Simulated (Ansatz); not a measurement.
Structure relaxation, TiC

The start is a randomly generated symmetric cell of TiC (space group No. 4). The cell and all atomic positions are relaxed at zero pressure with PBEsol (plane waves to 420 eV, PAW, scalar-relativistic; Ansatz, a first-principles code). The first steps use a coarse 7×4×5 k-mesh.

Starting cell:
```
CELL_PARAMETERS angstrom
      3.59782     0.00000     0.00000
      0.00000     5.67233     0.00000
     -1.55343     0.00000     4.76571
ATOMIC_POSITIONS crystal
  C  0.72773 0.07191 0.90612
  C  0.27227 0.57191 0.09388
  C  0.56376 0.65177 0.41122
  C  0.43624 0.15177 0.58878
  Ti 0.28957 0.91830 0.02836
  Ti 0.71043 0.41830 0.97164
  Ti 0.04027 0.94854 0.60751
  Ti 0.95973 0.44854 0.39249
```

Volume change: -15.1 %, from 12.16 to 10.32 Å³/atom
Band gap at the end: zero (metallic)
Optimiser moves: 23

The end point of the relaxation:

```cif
data_C8Ti8
_chemical_formula_sum 'C8 Ti8'
_space_group_name_H-M_alt 'Cmc21'
_space_group_IT_number 36
_space_group_name_Hall 'C 2c -2'
_cell_length_a 3.17195
_cell_length_b 10.24829
_cell_length_c 5.07817
_cell_angle_alpha 90.000
_cell_angle_beta 90.000
_cell_angle_gamma 90.000
loop_
_atom_site_label
_atom_site_type_symbol
_atom_site_symmetry_multiplicity
_atom_site_Wyckoff_symbol
_atom_site_fract_x
_atom_site_fract_y
_atom_site_fract_z
_atom_site_occupancy
C1 C 4 a 0.00000 0.17773 0.46110 1
C2 C 4 a 0.00000 0.04306 0.33266 1
Ti1 Ti 4 a 0.00000 0.17781 0.01844 1
Ti2 Ti 4 a 0.00000 0.44680 0.09727 1
```
(The calculation used a cell of 8 atoms; values per cell refer to that cell.)

Final values are on a 15×15×9 k-mesh of the relaxed cell. The start holds a very short contact (C–C 1.67 Å). No spin polarisation in the result.

The run could not lose the symmetry of its start: the end is stationary, and may be a saddle point rather than a minimum.

The relaxed structure here is a generated cell of TiC: the first start was made by a random draw of sites in a space group, and the end was not matched to a known phase here, so it may be hypothetical. Known forms of TiC include space group No. 225.
